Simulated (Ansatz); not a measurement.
# Deforming ZnAg

```
Zn Ag
1.0
     3.15600    0.00000    0.00000
     0.00000    3.15600    0.00000
     0.00000    0.00000    3.15600
Zn Ag
1 1
Cartesian
  1.5780 1.5780 1.5780
  0.0000 0.0000 0.0000
```

Atom numbers follow the list: Zn1, Ag2.

The cell comes from COD entry 9008800, which wasn't checked; take it as a given geometry.

Level of theory: DFT, LDA, all-electron LAPW, scalar-relativistic (Ansatz 0.2.0).

Sampling and basis: a Γ-centred 12×12×12 k mesh, Fermi–Dirac smearing of 0.03 eV, basis error target 0.25 meV/atom, no spin polarisation.

The unchanged cell is at -8.07 GPa.

In a metal, stresses and small energies carry noise from the k mesh.

x, y and z are the Cartesian axes of the cell as listed; fractional coordinates follow a strain, and an engineering shear is twice the off-diagonal strain component.

**Question.** With this change (equal xy, yz and zx engineering shear strains of -2 %), what becomes of the energy and stress?

**Answer.** Energy change +3 meV/atom; stress change (xx, yy, zz, yz, xz, xy) 0.12, 0.12, 0.12, 1.08, 1.08, 1.08 GPa, compression positive.

**Question.** With this change (equal xy, yz and zx engineering shear strains of -1 %), what becomes of the energy and stress?

**Answer.** Energy change under 1 meV/atom; stress change (xx, yy, zz, yz, xz, xy) 0.02, 0.02, 0.02, 0.46, 0.46, 0.46 GPa, compression positive.

**Question.** With this change (equal xy, yz and zx engineering shear strains of +1 %), what becomes of the energy and stress?

**Answer.** Energy change under 1 meV/atom; stress change (xx, yy, zz, yz, xz, xy) 0.03, 0.03, 0.03, -0.60, -0.60, -0.60 GPa, compression positive.

With equal xy, yz and zx engineering shear strains of +2 %: energy change +3 meV/atom; stress change (xx, yy, zz, yz, xz, xy) 0.14, 0.14, 0.14, -1.12, -1.12, -1.12 GPa, compression positive.
